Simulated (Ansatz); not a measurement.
This cell of Ca (fcc, Cu type) is off equilibrium:

```
CELL_PARAMETERS angstrom
      0.00000     5.52650     5.52650
      2.76325     0.00000     2.76325
      2.76325     2.76325     0.00000
ATOMIC_POSITIONS crystal
  Ca 0.98120 0.01254 0.01254
  Ca 0.51880 0.98746 0.98746
```

The numbers are results of PBE (plane waves to 420 eV, PAW, scalar-relativistic; Ansatz, an electronic-structure program), not measurements. k mesh 15×15×15 (Γ-centred), Fermi-Dirac smearing 0.05 eV. Stress and pressure are positive under compression. With partly filled bands, energies and forces of such displacements shift with the k mesh and the smearing. Ca was relaxed with its symmetry unable to fall.

### Question
What forces act on the atoms (eV/Å, Cartesian)?

### Answer
```csv
atom,Fx,Fy,Fz
Ca1,-0.247,0.247,0.247
Ca2,0.247,-0.247,-0.247
```

(For displaced atoms, the force is minus the slope of the energy, and its curvature is a force constant, which sets phonon frequencies.)
